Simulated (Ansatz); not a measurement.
An input for the plane-wave PAW code Ansatz:

```yaml
crystal:
  lattice:
    - [4.1203672966, 0.0, 0.0]
    - [0.0, 4.1203672966, 0.0]
    - [0.0, 0.0, 4.1203672966]
  atoms:
    - { symbol: Gd, position: [0.0, 0.0, 0.0], spin: 0.5 }
    - { symbol: Re, position: [0.0, 0.5, 0.5] }
    - { symbol: Re, position: [0.5, 0.5, 0.0] }
    - { symbol: Re, position: [0.5, 0.0, 0.5] }
basis:
  ecutwfc: 420
  ecutrho_ratio: 4
kpoints:
  mp_grid: { grid: [8, 8, 8] }
hamiltonian:
  xc: pbe
scf:
  occupations: { method: gaussian, width: 0.05 }
output:
  forces: true
  stress: true
  eigenvalues: true
  populations: true
magnetization:
  spin_polarized: true
```

Launched as:
```sh
ansatz run input.yaml --threads 2 --pin off --max-ram 2662MiB --backend cpu --events-out ev --progress --plain --runs-dir out
```

The start was a prototype's sites filled with these elements, not a measured cell.

Q: Before reading the output: what should come out?

A: Pressure 0.0 GPa, gap on the mesh zero (metallic), site spin moments Gd 6.87 μB (PBE, scalar-relativistic).

Q: About how long does the run take on 2 threads of Arm Neoverse V2, on a shared host, and how much memory does it need?

A: About 11 s, with a peak of 0.51 GiB.

Output, machine lines left out:

```
Gd: projections on atomic orbitals take those of the free atom [Kr 4d10] 4f7 5s2 5p6 5d1 6s2, of charge +0.00 (hamiltonian.pseudopotentials.projection_atoms); the dataset's partial waves leave at most 2.5e-4 of an orbital's norm unspanned inside its sphere
Pseudopotentials: kind: paw
Pseudopotential: Gd, paw, valence charge 18, recommended cutoff 420 eV (normal), Gd.paw.azcp
Pseudopotential: Re, paw, valence charge 15, recommended cutoff 420 eV (normal), Re.paw.azcp
Crystal: 4 atoms, lattice volume = 69.953 Å³
Basis set: ecut = 420 eV, 1357 PW (Γ), exchange–correlation on 60×60×60 points (8 copies of the dense FFT grid, shifted against one another)
Bands: 39, of which v1, the nominal top of the filled ones, is band 32 counted from 1 (31 counted from 0)
Symmetry: 48 space group operations
Space group: Pm-3m (ITA 221), of the structure as read, at distance tolerance 4.1e-5 Å
Magnetic group: BNS 221.92 (UNI 1594), of the structure as read, at distance tolerance 4.1e-5 Å
k-points: 35 of 512
Initial density: superposition of atomic densities (chi_scale 0.1, normalization cell, long waves kept (reshape's long-wave potential 0.00 eV rms))
Starting moments: Σ|m| = 0.5 μB on 1 of 4 sites
Initial wavefunctions: pseudopotential atomic-orbital guess
Functional: x = pbe(κ = 0.804, μ = 0.21951), c = pbe(β = 0.06672)
```

```
SCF iter   1: F=—  HF=-41935.723880 eV  |F-HF|=—  |Δ(HF+E_count)|=         —  Δρ=4.96e-2 (↑4.96e-2 ↓4.63e-2)  dr2=1.21e1  dr2_m=4.35e-2  M=6.705 μB ∫|m|=6.964 μB  β_m=0.30  ethr=3.10e-3  ⟨swp⟩=5.3  Hψ=8842  notcnv=0
Mixer restart at iter 1: flushing history
SCF iter   2: F=—  HF=-41933.998922 eV  |F-HF|=—  |Δ(HF+E_count)|=    1.72e0  Δρ=3.06e-2 (↑3.06e-2 ↓2.98e-2)  dr2=4.30e0  dr2_m=2.89e-2  M=6.672 μB ∫|m|=6.988 μB  β_m=0.51  ethr=3.10e-3  ⟨swp⟩=2.3  Hψ=4626  notcnv=0  defer=93
SCF iter   3: F=—  HF=-41933.115015 eV  |F-HF|=—  |Δ(HF+E_count)|=   8.84e-1  Δρ=9.53e-3 (↑7.46e-3 ↓9.53e-3)  dr2=6.56e-2  dr2_m=3.43e-2  M=6.685 μB ∫|m|=7.086 μB  β_m=0.53  ethr=3.10e-3  ⟨swp⟩=3.1  Hψ=5175  notcnv=0  defer=95
SCF iter   4: F=—  HF=-41933.138458 eV  |F-HF|=—  |Δ(HF+E_count)|=   2.34e-2  Δρ=8.59e-3 (↑2.35e-3 ↓8.59e-3)  dr2=4.86e-2  dr2_m=1.24e-2  M=6.718 μB ∫|m|=7.122 μB  β_m=0.77  ethr=1.04e-4  ⟨swp⟩=2.5  Hψ=5233  notcnv=0  defer=164
SCF iter   5: F=—  HF=-41933.244617 eV  |F-HF|=—  |Δ(HF+E_count)|=   1.06e-1  Δρ=2.14e-3 (↑1.50e-3 ↓2.14e-3)  dr2=1.32e-2  dr2_m=3.16e-4  M=6.804 μB ∫|m|=7.157 μB  β_m=0.82  ethr=7.71e-5  ⟨swp⟩=2.6  Hψ=5189  notcnv=0  defer=163
SCF iter   6: F=—  HF=-41933.244119 eV  |F-HF|=—  |Δ(HF+E_count)|=   4.98e-4  Δρ=6.80e-4 (↑6.80e-4 ↓5.45e-4)  dr2=1.80e-3  dr2_m=4.45e-5  M=6.830 μB ∫|m|=7.152 μB  β_m=0.91  ethr=2.10e-5  ⟨swp⟩=2.2  Hψ=4911  notcnv=0  defer=162
SCF iter   7: F=—  HF=-41933.244054 eV  |F-HF|=—  |Δ(HF+E_count)|=   6.47e-5  Δρ=2.03e-4 (↑2.01e-4 ↓2.03e-4)  dr2=8.64e-5  dr2_m=1.07e-5  M=6.836 μB ∫|m|=7.144 μB  β_m=0.96  ethr=2.86e-6  ⟨swp⟩=2.1  Hψ=4732  notcnv=0  defer=163
SCF iter   8: F=—  HF=-41933.244040 eV  |F-HF|=—  |Δ(HF+E_count)|=   1.41e-5  Δρ=1.21e-4 (↑4.16e-5 ↓1.21e-4)  dr2=1.27e-5  dr2_m=1.74e-6  M=6.841 μB ∫|m|=7.141 μB  β_m=0.94  ethr=1.37e-7  ⟨swp⟩=2.0  Hψ=4748  notcnv=0  defer=163
SCF iter   9: F=—  HF=-41933.244047 eV  |F-HF|=—  |Δ(HF+E_count)|=   6.26e-6  Δρ=2.24e-5 (↑1.84e-5 ↓2.24e-5)  dr2=2.37e-7  dr2_m=2.15e-7  M=6.842 μB ∫|m|=7.140 μB  β_m=0.97  ethr=2.02e-8  ⟨swp⟩=2.0  Hψ=4685  notcnv=0  defer=163
SCF iter  10: F=—  HF=-41933.244047 eV  |F-HF|=—  |Δ(HF+E_count)|=   2.05e-7  Δρ=6.53e-6 (↑6.24e-6 ↓6.53e-6)  dr2=5.83e-9  dr2_m=2.37e-8  M=6.843 μB ∫|m|=7.139 μB  β_m=0.98  ethr=3.76e-10  ⟨swp⟩=2.3  Hψ=4992  notcnv=0  defer=163
SCF iter  11: F=-41933.244047 eV  HF=-41933.244047 eV  |F-HF|=4.18e-9  |Δ(HF+E_count)|=   3.37e-8  Δρ=2.52e-6 (↑2.52e-6 ↓2.07e-6)  dr2=5.47e-9  dr2_m=2.09e-9  M=6.843 μB ∫|m|=7.139 μB  ethr=9.26e-12  ⟨swp⟩=6.1  Hψ=11096  notcnv=0
```

```
SCF 1 converged in 11 iterations: F = -41933.244047 eV  dr2 = 5.47e-9
SCF converged after 11 iterations
Magnetization: 6.8434 μB (34.9217 up, 28.0783 down)
Absolute magnetization: 7.1392 μB (∫|ρ↑−ρ↓|, with the PAW one-centre terms)
Per-site moments (μB) at R_I (Å): [(6.87351, 1.20184), (-0.04795, 1.20184), (-0.04795, 1.20184), (-0.04795, 1.20184)]
Free energy (F): -41933.244047 eV
E sigma→0 (E₀):  -41933.240395 eV
Entropy (-TS):   -0.007304 eV (-1.826 meV/atom)
Fermi energy:    20.583569 eV
--- Per-component energies (eV) ---
  E_band       = -207.472037
  E_kinetic    = 2027.903011
  E_local      = -4129.537520  (includes V_loc(G=0)·N_el)
  E_nonlocal   = 436.528497
  E_hartree    = 1577.362959
  E_xc         = -1444.422363
  E_vxc        = -1164.547195  (∫ρ·V_xc dr)
  E_paw        = -32425.096573  (= ΣΔE_a)
  E_vpaw       = -532.541088  (= ΣTr[D̂ρ^β])
  E_aug_tail   = -0.000221  (compensation charges beyond the density's cutoff)
  E_ewald      = -7975.974533
  E_smearing   = -0.007304  (= −TS)
--- Forces (eV/Å), atoms counted from 1 ---
  atom   1  Gd     0.00000000     0.00000000     0.00000000
  atom   2  Re     0.00000000     0.00000000     0.00000000
  atom   3  Re     0.00000000     0.00000000     0.00000000
  atom   4  Re     0.00000000     0.00000000     0.00000000
--- Stress (GPa, compression-positive) ---
        0.010945       0.000000       0.000000
        0.000000       0.010945       0.000000
        0.000000       0.000000       0.010945
  P = ⅓ Tr σ = 0.0109 GPa (0.109 kbar)
--- Löwdin populations: 4 sites ---
  site symbol       q [e]    m [muB]
     0     Gd     18.5164     7.0103
     1     Re     14.7076    -0.0570
     2     Re     14.7076    -0.0570
     3     Re     14.7076    -0.0570
```

Total energies depend on the potentials used, so only differences within one code and one set of settings carry meaning.

Without a U the 4f levels of Gd lie too near the Fermi level, so their share of the states there, and what hangs on it, is overstated. For elements this heavy, spin–orbit coupling would shift levels and gaps; it isn't included here. Site moments are of spin, integrated over atomic spheres. The moments were started parallel, and the real magnetic order may be another.
